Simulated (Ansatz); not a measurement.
HfC in space group P-6m2 (No. 187; Hf on 1a, C on 1d) at seven volumes, plane-wave PAW PBEsol (Ansatz code), shape and atoms relaxed at each. One row is withheld.

| V (Å³/atom) | P (GPa) |
|---|---|
| 11.661 | 23.67 |
| 12.045 | 14.63 |
| 12.430 | ? |
| 12.814 | 0.00 |
| 13.198 | -5.89 |
| 13.583 | -10.98 |
| 13.967 | -15.38 |

Fit the shown pressures and predict the withheld one.

Third-order Birch–Murnaghan: P = (3/2)B₀(x^(7/2) − x^(5/2))[1 + (3/4)(B′ − 4)(x − 1)] with x = (V₀/V)^(2/3). Least squares on the six rows gives V₀ = 12.814 Å³/atom, B₀ = 210.2 GPa, B′ = 3.78. At V = 12.430, x = 1.0205 and P = 6.77 GPa. The run itself gave 6.78 GPa.

The start of the workflow was typed in or built on a structure type; neither database checked (COD, Materials Project) lists it. It is not the phase usual at ambient conditions (space group No. 225). Symmetry was held in the PBEsol relaxation. At this level the phase is mechanically unstable. No spin polarisation was allowed. Spin–orbit coupling is left out wherever it is not named.

Potentials: the later of the program's two PAW sets.
